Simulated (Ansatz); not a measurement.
**KMnAg3C6N6: Contact hyperfine fields**

Cell: a refined structure from the COD whose atoms were relaxed with PBE, the cell held.

```cif
data_KMnAg3C6N6
_symmetry_space_group_name_H-M 'P312'
_symmetry_Int_Tables_number 149
_cell_length_a 6.8904
_cell_length_b 6.8904
_cell_length_c 8.1649
_cell_angle_alpha 90.000
_cell_angle_beta 90.000
_cell_angle_gamma 120.000
loop_
_atom_site_label
_atom_site_type_symbol
_atom_site_symmetry_multiplicity
_atom_site_Wyckoff_symbol
_atom_site_fract_x
_atom_site_fract_y
_atom_site_fract_z
K K 1 c 0.3333 0.6667 0.0000
Mn Mn 1 a 0.0000 0.0000 0.0000
Ag Ag 3 k 0.5075 0.0150 0.5000
C C 6 l 0.3483 0.0065 0.2863
N N 6 l 0.2542 0.9969 0.1647
```

One atom of each set is listed.

All values are calculated (Ansatz; DFT, PBE, plane waves and PAW, scalar-relativistic, collinear spin, 420 eV cutoff, Γ-centred 5×5×4 k-points, Fermi–Dirac smearing 0.05 eV), not measured. Start moments as typed (μB): 4 on each Mn, none on the rest.

B_c = (2μ₀/3)μB(ρ↑ − ρ↓), with the spin density averaged over the Thomson radius around the nucleus, 7.77 T per e/Å³, positive along the up direction of the run. The valence column is what the valence and semicore waves of the PAW files give as listed; the rest comes from solving these waves and the inner shells again in each spin's potential.

Question: Give the site moments and the Fermi-contact fields.

Answer: The cell's net moment is 5.00 μB; the site moments, counted in spheres around the atoms, add up to 4.27 μB, and the difference lies between the spheres. One atom of each set is listed.

```tsv
site	m (μB)	B_c (T)	valence column (T)	rest (T)
K	0.00	0.0	0.0	0.0
Mn	4.14	-36.9	36.7	-73.6
Ag	0.01	0.9	1.0	-0.1
C	0.01	0.9	1.1	-0.2
N	0.01	3.9	3.9	0.0
```

On Mn the field amounts to -8.9 T per μB of the site's moment: core polarisation sets it against the moment.

The database entry as given showed forces above 3 eV/Å or a pressure above 30 GPa, though relaxing it moves no atom far. All moments on Mn are parallel here (one such atom a cell), as the cell imposes; many such compounds order antiparallel, where fields on atoms that lie between magnetic neighbours largely cancel. The magnetic order is the one that the run reached from its start moments, not necessarily the measured one. Semilocal functionals underestimate core polarisation, so for a given moment the contact field on a magnetic ion comes out too small, by up to a factor of two. Orbital and dipolar fields are left out; they are small for half-filled shells and for d³ or d⁸ ions in regular octahedra, but can rival the contact field on other open-shell ions. Fields under about 2 T can be off by more than a tenth.

The relaxation (4 steps) took 4.3 min of wall time (8.1 min of CPU time) and 1.3 GiB at its peak, on 2 threads of Intel Xeon Processor @ 2.50GHz (Skylake/Cascade Lake) (x86_64; 62 cores open to the job, memory cap 5.0 GiB, no GPU), a shared host with a load of 0.7 a core.
